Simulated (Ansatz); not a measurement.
Mechanical response of Pt (Fm-3m)

```yaml
crystal:
  lattice:
    - [0.00000, 1.95989, 1.95989]
    - [1.95989, 0.00000, 1.95989]
    - [1.95989, 1.95989, 0.00000]
  atoms:
    - { symbol: Pt, position: [0.00000, 0.00000, 0.00000] }
```

Unless marked otherwise, the numbers come from PBEsol, PAW on Ansatz 0.2.0's default frozen-core files (fitted under PBE), scalar-relativistic. k mesh 24×24×24, Fermi-Dirac smearing of 0.100 eV, cutoff 420 eV. The cell was relaxed by PAW under this functional.

The cell is cubic and carries a residual pressure of 0.00 GPa at this level. Each strain component that symmetry leaves independent is applied at ±0.005, the ions relax wherever a strain frees them, and the stress (tension positive, GPa) is read. Shears are engineering strains, γ = 2ε.

| strain | size | σxx | σyy | σzz | σyz | σxz | σxy |
| --- | --- | --- | --- | --- | --- | --- | --- |
| xx | -0.005 | -1.8135 | -1.2702 | -1.2702 | 0.0000 | 0.0000 | 0.0000 |
| xx | +0.005 | 1.7633 | 1.2253 | 1.2253 | 0.0000 | 0.0000 | 0.0000 |
| yz | -0.005 | 0.0100 | -0.0128 | -0.0128 | -0.4410 | 0.0000 | 0.0000 |
| yz | +0.005 | 0.0100 | -0.0128 | -0.0128 | 0.4410 | 0.0000 | 0.0000 |

A central difference gives one constant, for example C11 ≈ (1.7633 − (-1.8135))/(0.01) = 357.7 GPa; the program then imposes the crystal's symmetry on the whole matrix.

Task: What are the independent elastic constants?

Result: C11 = 357.7, C12 = 249.6, C44 = 88.2 GPa.

Task: Do they meet the Born conditions?

Result: C11 − C12 = 108.1, C11 + 2C12 = 856.8 and C44 = 88.2 GPa must all be positive, so the crystal is elastically stable; that says nothing yet of its phonons.

Task: What moduli does a random aggregate of grains have?

Result: B = (C11 + 2C12)/3 = 285.6 GPa. G_V = (C11 − C12 + 3C44)/5 = 74.6 and G_R = 5(C11 − C12)C44/(4C44 + 3(C11 − C12)) = 70.4, so G_H = 72.5 GPa. Then E = 9BG/(3B + G) = 200.5 GPa, ν = (3B − 2G)/(6B + 2G) = 0.383 and B/G = 3.94, on the ductile side of Pugh's 1.75 (a rule of thumb).

Task: With the density of 21.515 g/cm³, how fast does sound travel, and what Debye temperature follows?

Result: 

```
direction  slow (m/s)  middle (m/s)  fast (m/s)
    [100]        2025          2025        4077
    [110]        1585          2025        4268
    [111]        1744          1744        4329
```

The mean of v⁻³ over directions and branches gives v_m = 2067 m/s and θ_D = (ħ/k_B) v_m (6π²n)^(1/3) = 249 K, n being atoms per volume. Young's modulus spans 153 to 240 GPa over directions, and the universal anisotropy index is 0.29.

Task: What happens at 2 GPa (cell relaxed there)?

Result: The volume falls to 0.9931 of its value, and C11 = 370.4, C12 = 259.3, C44 = 91.9 GPa (slopes of the stress), in this structure whether or not another phase takes over.

Keep in mind: frozen-core PAW files fitted under PBE, their cores solved anew for the functional of the run; responses of metals move with mesh and smearing; no spin-orbit coupling on heavy atoms.
